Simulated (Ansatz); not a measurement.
The start is a generated cell, TiOs built in the AFLOW prototype AB_hR2_166_a_b (L1_1, as in CuPt). A full variable-cell relaxation at zero pressure is run with PBE (plane waves to 420 eV, PAW, scalar-relativistic; Ansatz, a first-principles code). The first steps use a coarse 14×14×14 k-mesh.

The start:
```yaml
crystal:
  lattice:
    - [1.38478, 0.79950, 4.41832]
    - [-1.38478, 0.79950, 4.41832]
    - [0.00000, -1.59901, 4.41832]
  atoms:
    - { symbol: Ti, position: [0.00000, 0.00000, 0.00000] }
    - { symbol: Os, position: [0.50000, 0.50000, 0.50000] }
```

Problem. What pressure does the first self-consistent step give?

Solution. +8.3 GPa (positive: the cell is compressed).

Problem. By how much does the energy per atom fall from start to end?

Solution. 0.11 eV/atom.

Problem. How does the volume change?

Solution. +4.1 %, from 14.68 to 15.27 Å³/atom.

Problem. How do the shortest distances between atoms change?

Solution. The closest pairs of elements (up to four, under 3.6 Å), start → end: Os–Ti 2.73 → 2.67 Å; Ti–Ti 2.77 → 2.92 Å; Os–Os 2.77 → 2.92 Å.

Problem. Write out the relaxed structure.

Solution. 
Space group R-3m, hexagonal axes (No. 166); a = b = 2.9233 Å, c = 12.3800 Å, α = β = 90.00°, γ = 120.00°

```json
[
 {"atom": "Ti", "site": "3a", "symmetry": "-3m", "x": "0.0000", "y": "0.0000", "z": "0.0000"},
 {"atom": "Os", "site": "3b", "symmetry": "-3m", "x": "0.0000", "y": "0.0000", "z": "0.5000"}
]
```
(The calculation used a cell of 2 atoms; values per cell refer to that cell.)

The space group stays R-3m (No. 166) (the run could not lower it); the end is AFLOW prototype AB_hR2_166_a_b (L1_1, as in CuPt), with 2 atoms in the primitive cell. Final values are on a 19×19×19 k-mesh of the relaxed cell. No spin polarisation in the result.

The run could not lose the symmetry of its start, so the end can be a saddle point.

All atoms sit on sites fixed by symmetry, so only the cell could relax.

The relaxed structure here is a generated cell of TiOs: the first start was made by placing the elements on the sites of a structure type, and the end was not matched to a known phase here, so it may be hypothetical.
